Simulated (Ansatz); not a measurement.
TiO₂:
Space group Pbcn (No. 60); a = 4.546 Å, b = 5.514 Å, c = 4.895 Å, α = β = γ = 90.00°

```
atom  site  symmetry       x       y       z
----  ----  --------  ------  ------  ------
Ti      4c       .2.  0.0000  0.1758  0.7500
O       8d         1  0.2289  0.1182  0.4192
```

Relaxed with r²SCAN.

**Question.** Tabulate the valence density and the electron localisation function along the shortest Ti–O contact (1.87 Å), r²SCAN in the plane-wave PAW code Ansatz.

**Answer.** 

```
distance from Ti (Å)  density (e/Å³)   ELF
--------------------  --------------  ----
0.19                           10.91  0.62
0.28                            9.60  0.69
0.37                            7.85  0.74
0.47                            5.89  0.75
0.56                            4.03  0.70
0.65                            2.54  0.58
0.75                            1.55  0.38
0.84                            1.04  0.24
0.93                            0.89  0.23
1.03                            0.98  0.39
1.12                            1.25  0.64
1.22                            1.72  0.78
1.31                            2.49  0.81
1.40                            3.58  0.78
1.50                            4.92  0.71
1.59                            6.33  0.58
1.68                            7.57  0.42
```

The density is the valence pseudo-density with augmentation charge, so density and ELF within about 1 Å of a nucleus are not all-electron values.

This is a known high-pressure phase of the composition, computed here at zero pressure and temperature. Symmetry was held in the r²SCAN relaxation; of distortions, only those at the zone centre were tested. The run is not spin-polarised.

Potentials: the earlier of the program's two PAW sets.
